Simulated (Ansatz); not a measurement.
LaTl, DFT, PBEsol, all-electron LAPW, scalar-relativistic (Ansatz 0.2.0), run on 1 thread of Arm Neoverse V1 on a shared host.

The cell is COD entry 1523872, as deposited and not checked against the literature; nothing was relaxed. The listed cell was then made from it by scaling, straining or moving an atom.

Command: `ansatz run input.yaml --threads 1 --pin off --max-ram 3072MiB --backend cpu --events-out ev --progress --plain --runs-dir out`

```yaml
crystal:
  lattice:
    - [3.85728, 0.0, 0.0]
    - [0.0, 3.85728, 0.0]
    - [0.0, 0.0, 3.936]
  atoms:
    - { symbol: La, position: [0.0, 0.0, 0.0] }
    - { symbol: Tl, position: [0.5, 0.5, 0.5] }
kpoints:
  mp_grid: { grid: [10, 10, 10] }
  band_path:
    path:
      - [0.0, 0.0, 0.0]
      - [0.0, 0.5, 0.0]
      - [0.5, 0.5, 0.0]
      - [0.0, 0.0, 0.0]
      - [0.0, 0.0, 0.5]
      - [0.0, 0.5, 0.5]
      - [0.5, 0.5, 0.5]
      - [0.0, 0.0, 0.5]
      - [0.0, 0.5, 0.0]
    npoints: 5
scf:
  occupations: { method: fermi_dirac, width: 0.05 }
hamiltonian:
  xc: pbesol
  pseudopotentials: { kind: all_electron, lapw: { basis_error: 0.00025 } }
output:
  forces: true
  stress: true
  eigenvalues: true
```

**Question.** How large is the problem that the program sets up?

**Answer.** 126 irreducible k-points, 341 plane waves at Γ, 39 bands.

**Question.** About how long does it take, and how much memory does it use?

**Answer.** 74 s of wall time for 10 SCF iterations, with a peak of 0.61 GiB. Times on shared machines scatter by tens of per cent.
